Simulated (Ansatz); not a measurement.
The end of the path is a generated cell of ZnSnN2: the first start was made by placing the elements on the sites of a structure type, and the end was not matched to a known phase here, so it may be hypothetical.

A geometry of ZnSnN2 away from equilibrium: step 2 of the relaxation of a generated trial cell of ZnSnN2 in the alpha-NaFeO2 structure type. The numbers are results of PBEsol (plane waves to 420 eV, PAW, scalar-relativistic; Ansatz, a first-principles code), not measurements. Γ-centred k-mesh 9×9×9 on the run's cell (coarser than for final values), Fermi–Dirac smearing 0.05 eV. The plane waves were selected for a different cell earlier on the path.

```yaml
crystal:
  lattice:
    - [1.57934, 0.91183, 5.31907]
    - [-1.57934, 0.91183, 5.31907]
    - [0.00000, -1.82366, 5.31907]
  atoms:
    - { symbol: Sn, position: [0.00000, 0.00000, 0.00000] }
    - { symbol: Zn, position: [0.50000, 0.50000, 0.50000] }
    - { symbol: N, position: [0.25927, 0.25927, 0.25927] }
    - { symbol: N, position: [0.74073, 0.74073, 0.74073] }
```

Give the Cartesian forces on all atoms (eV/Å).


```csv
atom,Fx,Fy,Fz
Sn1,0.00,0.00,0.00
Zn2,0.00,0.00,0.00
N3,0.00,0.00,-1.30
N4,0.00,0.00,1.30
```

The path ends in R-3m (No. 166) (AFLOW prototype ABC2_hR4_166_a_b_c (F5_1, as in NaCrS2)). No spin polarisation in the result.

The run could not lose the symmetry of its start, so the end can be a saddle point.
